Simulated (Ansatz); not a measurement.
TiAl$_{2}$O$_{5}$:
```
CELL_PARAMETERS angstrom
      1.80175    -4.68044     0.00000
      1.80175     4.68044     0.00000
      0.00000     0.00000     9.64234
ATOMIC_POSITIONS crystal
  Ti 0.31512 0.68488 0.25000
  Ti 0.68488 0.31512 0.75000
  Al 0.35924 0.64076 0.94384
  Al 0.64076 0.35924 0.05616
  Al 0.64076 0.35924 0.44384
  Al 0.35924 0.64076 0.55616
  O  0.18765 0.81235 0.06676
  O  0.81235 0.18765 0.93324
  O  0.81235 0.18765 0.56676
  O  0.18765 0.81235 0.43324
  O  0.45532 0.54468 0.11760
  O  0.54468 0.45532 0.88240
  O  0.54468 0.45532 0.61760
  O  0.45532 0.54468 0.38240
  O  0.73579 0.26421 0.25000
  O  0.26421 0.73579 0.75000
```

Cartesian axes are those of the cell as given.

### Question
Give the high-frequency dielectric tensor and the Born effective charge tensors of the independent atoms from DFPT, PBEsol in the plane-wave PAW code Ansatz.

### Answer

ε∞:
```
4.04  0.00  0.00
0.00  4.01  0.00
0.00  0.00  4.42
```
Z* of atom 1 (Ti), rows: field, columns: displacement, in e:
```
4.79  0.00  0.00
0.00  4.17  0.00
0.00  0.00  5.10
```
Z* of atom 3 (Al), rows: field, columns: displacement, in e:
```
 2.82   0.00   0.00
 0.00   3.10  -0.01
 0.00   0.21   3.46
```
Z* of atom 7 (O), rows: field, columns: displacement, in e:
```
-2.28   0.00   0.00
 0.00  -1.79   0.49
 0.00   0.12  -2.28
```
Z* of atom 11 (O), rows: field, columns: displacement, in e:
```
-1.02   0.00   0.00
 0.00  -2.71  -0.97
 0.00  -1.07  -2.86
```
Z* of atom 15 (O), rows: field, columns: displacement, in e:
```
-3.83   0.00   0.00
 0.00  -1.38   0.00
 0.00   0.00  -1.75
```

Space group Cmcm. The first step of the workflow began from a Materials Project structure, measured or hypothetical; the Crystallography Open Database copy checked does not list it. Its standing as an ambient phase is unchecked. Symmetry was held in the PBEsol relaxation; whether a distortion lowers the energy is not shown. The run is not spin-polarised.

Potentials: the later of the program's two PAW sets.
